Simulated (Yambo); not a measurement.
Yambo run on BN (space group P6_3/mmc, No. 194). The wavefunctions are LDA (Quantum ESPRESSO, PseudoDojo norm-conserving, 84 Ry, no spin-orbit coupling) ones on a 6×6×2 mesh (8 occupied bands); a = 2.5124 Å, b = 2.5124 Å, c = 7.7073 Å, α = 90.00°, β = 90.00°, γ = 120.00°.

Yambo input:

```
rim_cut
gw0
dyson
el_el_corr
HF_and_locXC
ppa
em1d
RandQpts= 1000000
RandGvec= 1 Ry
EXXRLvcs= 84 Ry
VXCRLvcs= 336 Ry
Chimod= "HARTREE"
% BndsRnXp
 1 | 32 |
%
NGsBlkXp= 6 Ry
% LongDrXp
 1.0 | 1.0 | 1.0 |
%
PPAPntXp= 27.2114 eV
% GbndRnge
 1 | 32 |
%
GTermKind= "BG"
DysSolver= "n"
ExtendOut
% QPkrange
 1 | 1 | 9 | 9 |
 14 | 14 | 8 | 9 |
%
```

k points by index: 1 = Γ, 14 = H.

The o-*.qp file then holds:

```
#    K-point    Band    Eo [eV]    E [eV]    E-Eo [eV]    Vxc [eV]    Vnlxc [eV]    Sc|Eo [eV]    Sc|E [eV]    dSc/dw|Eo [eV]    Re(Z)    Im(Z)
#
    1    9    4.257248    5.042362    0.785114    -7.569532    -3.343667    -3.317303    -3.440751    -4.278091    0.864141    -0.939640E-3
    14    8    0.000000    -0.556291    -0.556291    -16.44763    -19.78969    2.657931    2.785769    -6.252278    0.813161    -0.001166
    14    9    4.542312    5.899897    1.357585    -11.00161    -5.610509    -3.766313    -4.033518    -5.355435    0.835554    -0.001053
```
(The two width columns are left out.) Convergence of these settings isn't established.

Geometry of the Materials Project entry, not relaxed at this level.

The distance between layers or molecules is the database entry's, not relaxed here. Functionals without dispersion can leave it too large, which widens gaps and weakens the response across layers: the numbers belong to this cell.
